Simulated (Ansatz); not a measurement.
CuI:
```cif
data_Cu2I2
_chemical_formula_sum 'Cu2 I2'
_space_group_name_H-M_alt 'P4/nmm :1'
_space_group_IT_number 129
_space_group_name_Hall 'P 4ab 2ab -1ab'
_cell_length_a 3.95764
_cell_length_b 3.95764
_cell_length_c 6.18018
_cell_angle_alpha 90.000
_cell_angle_beta 90.000
_cell_angle_gamma 90.000
loop_
_space_group_symop_operation_xyz
  'x, y, z'
  '-y+1/2, x+1/2, z'
  '-x, -y, z'
  'y+1/2, -x+1/2, z'
  'x+1/2, -y+1/2, -z'
  '-y, -x, -z'
  '-x+1/2, y+1/2, -z'
  'y, x, -z'
  '-x+1/2, -y+1/2, -z'
  'y, -x, -z'
  'x+1/2, y+1/2, -z'
  '-y, x, -z'
  '-x, y, z'
  'y+1/2, x+1/2, z'
  'x, -y, z'
  '-y+1/2, -x+1/2, z'
loop_
_atom_site_label
_atom_site_type_symbol
_atom_site_symmetry_multiplicity
_atom_site_Wyckoff_symbol
_atom_site_fract_x
_atom_site_fract_y
_atom_site_fract_z
_atom_site_occupancy
Cu1 Cu 2 b 0.50000 0.50000 0.50000 1
I1 I 2 c 0.50000 0.00000 0.22897 1
```

Relaxed with LDA.

Q: Which orbitals make up the states near the band edges in the program Ansatz at the LDA level (PAW)?

A: Top 1 eV of the valence band: Cu 3d 49 %, I 5p 48 %. Bottom 1 eV of the conduction band: Cu 4s 52 %, I 5p 23 %, I 5s 7 %, outside the projected shells 16 %. Projections are on Löwdin-orthogonalised atomic valence shells; empty p or d shells of many metals are not among them.

Q: Tabulate the density of states.

A: States/eV per cell of 4 atoms, in 0.25 eV bins, energy from the valence-band maximum.

```
E (eV)  total  Cu 3d  I 5p  Cu 4s
------  -----  -----  ----  -----
-7.85    0.00   0.00  0.00   0.00
-7.60    0.00   0.00  0.00   0.00
-7.35    0.00   0.00  0.00   0.00
-7.10    0.00   0.00  0.00   0.00
-6.85    0.00   0.00  0.00   0.00
-6.60    0.00   0.00  0.00   0.00
-6.35    0.30   0.03  0.20   0.05
-6.10    2.38   0.14  1.60   0.51
-5.85    6.80   0.59  4.29   1.59
-5.60    2.82   0.27  1.84   0.59
-5.35    1.27   0.17  0.90   0.16
-5.10    1.74   0.39  1.18   0.12
-4.85    2.99   0.62  2.11   0.19
-4.60    3.23   0.72  2.25   0.17
-4.35    4.76   1.48  3.01   0.15
-4.10   10.70   4.12  6.23   0.08
-3.85    6.96   2.71  4.04   0.05
-3.60    3.50   1.24  2.13   0.02
-3.35    0.54   0.18  0.34   0.00
-3.10    2.14   2.12  0.01   0.00
-2.85    6.08   5.82  0.20   0.01
-2.60   15.05  14.15  0.54   0.03
-2.35    9.14   8.66  0.32   0.05
-2.10   13.67  13.18  0.36   0.02
-1.85    4.38   3.79  0.52   0.02
-1.60    4.17   3.01  1.00   0.07
-1.35    9.43   6.80  2.31   0.14
-1.10    5.94   3.78  1.95   0.08
-0.85    4.29   2.33  1.84   0.03
-0.60    3.04   1.41  1.56   0.01
-0.35    2.37   0.98  1.35   0.01
-0.10    0.30   0.11  0.18   0.00
0.15     0.00   0.00  0.00   0.00
0.40     0.00   0.00  0.00   0.00
0.65     0.00   0.00  0.00   0.00
0.90     0.00   0.00  0.00   0.00
1.15     0.00   0.00  0.00   0.00
1.40     0.00   0.00  0.00   0.00
1.65     0.01   0.00  0.00   0.00
1.90     0.05   0.00  0.01   0.03
2.15     0.30   0.01  0.07   0.16
2.40     1.15   0.03  0.26   0.58
2.65     2.40   0.06  0.50   1.04
2.90     3.68   0.09  0.75   1.49
3.15     3.36   0.08  0.68   1.38
3.40     3.40   0.08  0.64   1.49
3.65     3.29   0.07  0.62   1.36
3.90     1.58   0.03  0.20   0.34
4.15     2.73   0.04  0.34   0.56
4.40     2.86   0.04  0.25   0.32
4.65     1.81   0.02  0.09   0.10
4.90     1.41   0.01  0.06   0.05
5.15     2.47   0.02  0.08   0.06
5.40     3.01   0.02  0.08   0.06
5.65     1.97   0.01  0.05   0.03
5.90     2.72   0.02  0.05   0.04
6.15     2.56   0.01  0.04   0.05
```

A made-up cell: these elements were put on the sites of a structure type; the Crystallography Open Database copy checked does not list it. It is not the phase usual at ambient conditions (space group No. 216). The cell was relaxed with LDA under the symmetry of its start; phonons on a q-mesh show weakly imaginary modes. The run is not spin-polarised. A crystal of weakly bound layers computed without a dispersion correction: the cell and the soft elastic constants depend strongly on that. Scalar-relativistic: spin–orbit coupling is off unless named, which matters more the heavier the elements.

Potentials: the later of the program's two PAW sets.
